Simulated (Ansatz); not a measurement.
input.yaml (Ansatz)

```yaml
crystal:
  lattice:
    - [2.511383621, 0.0, 0.0]
    - [-1.2556918105, 2.1749220144, 0.0]
    - [0.0, 0.0, 8.2338599587]
  atoms:
    - { symbol: Ni, position: [1.0, 1.0, 0.0], spin: 0.616 }
    - { symbol: Ni, position: [1.0, 1.0, 0.5], spin: 0.616 }
    - { symbol: Ni, position: [0.3333333333, 0.6666666667, 0.25], spin: 0.63 }
    - { symbol: Ni, position: [0.6666666667, 0.3333333333, 0.75], spin: 0.63 }
hamiltonian:
  xc: lda
  pseudopotentials:
    kind: paw
    azcp:
      Ni: "pseudopotentials/Ni.paw.azcp"
basis:
  ecutwfc: 420
  fft_grid_basis: typed
kpoints:
  mp_grid: { grid: [17, 17, 5], shift: [0, 0, 0] }
magnetization:
  spin_polarized: true
scf:
  occupations: { method: fermi_dirac, width: 0.05 }
  lower_state_search: "off"
output:
  stress: true
```

Terminal output

```
Warning: the record states the generating functional pbe (its physics header spells it `PBE`), which answers neither for hamiltonian.xc's functional nor for the lda family's — results may be inconsistent (PPs are generated against a specific XC)
Engine: ansatz 0.2.0, aarch64-unknown-linux-gnu
Pseudopotentials: kind: paw
Pseudopotential: Ni, paw, valence charge 18, recommended cutoff 420 eV (normal) 
Functional definition: SPW92
  exchange = slater_x
  correlation = pw_c
Crystal: 4 atoms, lattice volume = 44.974 Å³
Basis set: ecut = 420 eV, 885 PW (Γ)
Bands: 45, of which v1, the nominal top of the filled ones, is band 36 counted from 1 (35 counted from 0)
Symmetry: 24 space group operations
Space group: P63/mmc (ITA 194), of the structure as read, at distance tolerance 3.6e-5 Å
Magnetic group: BNS 194.263 (UNI 1493), of the structure as read, at distance tolerance 3.6e-5 Å
k-points: 99 of 1445
Non-local potential: Ni, projectors of the file, l = 0: 3, l = 1: 2, l = 2: 3, l = 3: 1
PAW form: soft (Blöchl's): semilocal exchange-correlation on the pseudo side does not see the compensation charge
PAW frozen core: Ni, regenerated for the run's functional, and the local potential with it (the file was generated under x = pbe(κ = 0.804, μ = 0.2195149727645171), c = pbe(β = 0.06672455060314922))
PAW one-centre angular grid: Ni, 590 points (default); XC on 64 Gauss nodes
Initial density: superposition of atomic densities (chi_scale 0.1, normalization cell)
Starting moments: Σ|m| = 2.492 μB on 4 of 4 sites
Initial wavefunctions: pseudopotential atomic-orbital guess
Functional: x = slater, c = lda
iter 1 solved again at ethr=1.17e-4 eV; its pass at ethr=3.10e-3 eV (dr2=8.45e-2 eV) is discarded
SCF iter   1: F=—  HF=-23093.077367 eV  |F-HF|=—  |Δ(HF+E_count)|=         —  Δρ=2.16e-2 (↑2.16e-2 ↓1.30e-2)  dr2=8.36e-2  dr2_m=8.54e-2  M=2.382 μB ∫|m|=2.483 μB  β_m=1.00  ethr=1.17e-4  ⟨swp⟩=2.1  Hψ=40347  notcnv=0
spin=Collinear: Kerker preconditioning applied to the charge; magnetization (m = ρ↑ − ρ↓) channel mixes plain (no charge-response kernel on spin).
SCF iter   2: F=—  HF=-23093.087018 eV  |F-HF|=—  |Δ(HF+E_count)|=   9.65e-3  Δρ=1.13e-2 (↑1.13e-2 ↓7.49e-3)  dr2=6.69e-2  dr2_m=7.65e-3  M=2.388 μB ∫|m|=2.584 μB  β_m=1.00  ethr=1.16e-4  ⟨swp⟩=2.2  Hψ=12031  notcnv=0
SCF iter   3: F=—  HF=-23093.104138 eV  |F-HF|=—  |Δ(HF+E_count)|=   1.71e-2  Δρ=1.09e-2 (↑8.12e-3 ↓1.09e-2)  dr2=9.13e-2  dr2_m=7.69e-3  M=2.412 μB ∫|m|=2.635 μB  β_m=0.30  ethr=9.29e-5  ⟨swp⟩=2.0  Hψ=10389  notcnv=0
SCF iter   4: F=—  HF=-23093.100955 eV  |F-HF|=—  |Δ(HF+E_count)|=   3.18e-3  Δρ=4.88e-3 (↑3.21e-3 ↓4.88e-3)  dr2=3.10e-3  dr2_m=2.53e-3  M=2.430 μB ∫|m|=2.660 μB  β_m=1.00  ethr=9.29e-5  ⟨swp⟩=2.3  Hψ=14903  notcnv=0
SCF iter   5: F=—  HF=-23093.112628 eV  |F-HF|=—  |Δ(HF+E_count)|=   1.17e-2  Δρ=2.55e-3 (↑1.46e-3 ↓2.55e-3)  dr2=9.47e-4  dr2_m=9.47e-4  M=2.457 μB ∫|m|=2.698 μB  β_m=1.00  ethr=4.31e-6  ⟨swp⟩=2.0  Hψ=17832  notcnv=0  defer=4
SCF iter   6: F=—  HF=-23093.119616 eV  |F-HF|=—  |Δ(HF+E_count)|=   6.99e-3  Δρ=1.48e-3 (↑9.40e-4 ↓1.48e-3)  dr2=4.03e-4  dr2_m=4.48e-4  M=2.476 μB ∫|m|=2.724 μB  β_m=1.00  ethr=1.32e-6  ⟨swp⟩=2.0  Hψ=17691  notcnv=0  defer=4
SCF iter   7: F=—  HF=-23093.122874 eV  |F-HF|=—  |Δ(HF+E_count)|=   3.26e-3  Δρ=1.33e-3 (↑4.44e-4 ↓1.33e-3)  dr2=2.89e-4  dr2_m=2.79e-4  M=2.491 μB ∫|m|=2.745 μB  β_m=0.30  ethr=5.60e-7  ⟨swp⟩=2.0  Hψ=14471  notcnv=0  defer=4
Mixer restart at iter 7: flushing history
spin-set hold released at iteration 7 (site moments contracting): the magnetisation degrees of freedom join the quasi-Newton model from the next iteration; the mixer history was flushed
SCF iter   8: F=—  HF=-23093.125689 eV  |F-HF|=—  |Δ(HF+E_count)|=   2.82e-3  Δρ=1.57e-3 (↑7.63e-4 ↓1.57e-3)  dr2=2.92e-4  dr2_m=5.19e-4  M=2.501 μB ∫|m|=2.759 μB  β_m=0.59  ethr=4.02e-7  ⟨swp⟩=2.4  Hψ=12010  notcnv=0  defer=4
SCF iter   9: F=—  HF=-23093.131302 eV  |F-HF|=—  |Δ(HF+E_count)|=   5.61e-3  Δρ=9.97e-3 (↑3.25e-3 ↓9.97e-3)  dr2=6.53e-2  dr2_m=5.34e-3  M=2.530 μB ∫|m|=2.802 μB  β_m=0.32  ethr=4.02e-7  ⟨swp⟩=2.0  Hψ=17691  notcnv=0  defer=6  recentre
SCF iter  10: F=—  HF=-23093.128858 eV  |F-HF|=—  |Δ(HF+E_count)|=   2.44e-3  Δρ=1.56e-3 (↑1.31e-3 ↓1.56e-3)  dr2=8.36e-4  dr2_m=6.27e-4  M=2.531 μB ∫|m|=2.803 μB  β_m=0.48  ethr=4.02e-7  ⟨swp⟩=2.0  Hψ=18011  notcnv=0  defer=37
SCF iter  11: F=—  HF=-23093.128937 eV  |F-HF|=—  |Δ(HF+E_count)|=   7.87e-5  Δρ=4.27e-4 (↑5.72e-5 ↓4.27e-4)  dr2=3.46e-5  dr2_m=2.22e-5  M=2.542 μB ∫|m|=2.820 μB  β_m=0.43  ethr=4.02e-7  ⟨swp⟩=2.2  Hψ=12922  notcnv=0  defer=37
SCF iter  12: F=—  HF=-23093.128926 eV  |F-HF|=—  |Δ(HF+E_count)|=   1.14e-5  Δρ=1.28e-4 (↑1.28e-4 ↓9.88e-5)  dr2=1.19e-5  dr2_m=5.30e-7  M=2.543 μB ∫|m|=2.822 μB  β_m=0.45  ethr=4.80e-8  ⟨swp⟩=2.3  Hψ=15356  notcnv=0  defer=37
SCF iter  13: F=—  HF=-23093.128924 eV  |F-HF|=—  |Δ(HF+E_count)|=   1.53e-6  Δρ=5.29e-5 (↑5.24e-5 ↓5.29e-5)  dr2=2.49e-6  dr2_m=2.55e-7  M=2.543 μB ∫|m|=2.822 μB  β_m=0.68  ethr=1.65e-8  ⟨swp⟩=1.0  Hψ=8815  notcnv=0  defer=37
SCF iter  14: F=—  HF=-23093.128924 eV  |F-HF|=—  |Δ(HF+E_count)|=   4.85e-7  Δρ=2.46e-5 (↑4.92e-6 ↓2.46e-5)  dr2=2.57e-7  dr2_m=4.74e-8  M=2.544 μB ∫|m|=2.823 μB  β_m=0.84  ethr=3.46e-9  ⟨swp⟩=1.8  Hψ=10118  notcnv=0  defer=37
iter 15 met the thresholds in force, and the SCF goes on: an eigenvalue changes by 1.07 meV, over its tolerance of 0.50 meV (output.eigenvalues, Limitations)
SCF iter  15: F=-23093.128924 eV  HF=-23093.128924 eV  |F-HF|=5.42e-8  |Δ(HF+E_count)|=   4.80e-8  Δρ=1.06e-5 (↑4.74e-6 ↓1.06e-5)  dr2=6.15e-8  dr2_m=6.09e-9  M=2.544 μB ∫|m|=2.823 μB  β_m=0.87  ethr=1.39e-10  ⟨swp⟩=3.8  Hψ=26886  notcnv=0
SCF iter  16: F=-23093.128924 eV  HF=-23093.128924 eV  |F-HF|=1.05e-8  |Δ(HF+E_count)|=   5.11e-9  Δρ=4.45e-6 (↑9.82e-7 ↓4.45e-6)  dr2=1.14e-8  dr2_m=1.33e-9  M=2.544 μB ∫|m|=2.823 μB  ethr=8.54e-11  ⟨swp⟩=2.1  Hψ=27068  notcnv=0
SCF 1 converged in 16 iterations: F = -23093.128924 eV  dr2 = 1.14e-8
SCF converged after 16 iterations
an eigenvalue changed by more than its tolerance at an iteration that met the thresholds in force, so the SCF went on 1 time: the last check found none over its tolerance
Magnetization: 2.5437 μB (37.2718 up, 34.7282 down)
Absolute magnetization: 2.8259 μB (∫|ρ↑−ρ↓|, with the PAW one-centre terms)
Spin contamination: 0.0209 ħ² per cell (⟨S²⟩ above its minimum at these occupations)
Per-site moments (μB) at R_I (Å): [(0.6621195188416634, 1.0359457436543669), (0.6621195188416638, 1.0359457436543669), (0.6706076807341614, 1.0359457436543669), (0.6706076807341619, 1.0359457436543669)]
Free energy (F): -23093.128924 eV
Harris-Foulkes:  -23093.128924 eV  (|F-HF|=1.05e-8)
Internal energy: -23093.063013 eV  (E = F + TS)
E sigma→0 (E₀):  -23093.095968 eV
Entropy (-TS):   -0.065911 eV (-16.478 meV/atom)
Fermi energy:    16.985948 eV
--- Per-component energies (eV) ---
  E_band       = -1200.369314
  E_kinetic    = 1128.653704
  E_local      = -13973.102149  (includes V_loc(G=0)·N_el)
  E_nonlocal   = 2554.864235
  E_hartree    = 5813.564455
  E_xc         = -336.681410
  E_vxc        = -435.806377  (∫ρ·V_xc dr)
  E_paw        = -6252.332291  (= ΣΔE_a)
  E_vpaw       = -2102.105932  (= ΣTr[D̂ρ^β])
  E_aug_tail   = 0.001522  (compensation charges beyond the density's cutoff)
  E_ewald      = -12029.767560
  E_core_change = 1.736482  (= ΣΔE_core)
  E_smearing   = -0.065911  (= −TS)
  E_closure    = 0.000000  (closes the sum)
  Σ components = -23093.128924   (vs F -23093.128924, Δ=0.00e0)
--- Stress (GPa, compression-positive) ---
      -21.583084       0.000000      -0.000000
        0.000000     -21.583084      -0.000000
       -0.000000      -0.000000     -21.797984
  P = ⅓ Tr σ = -21.6547 GPa (-216.547 kbar)
```
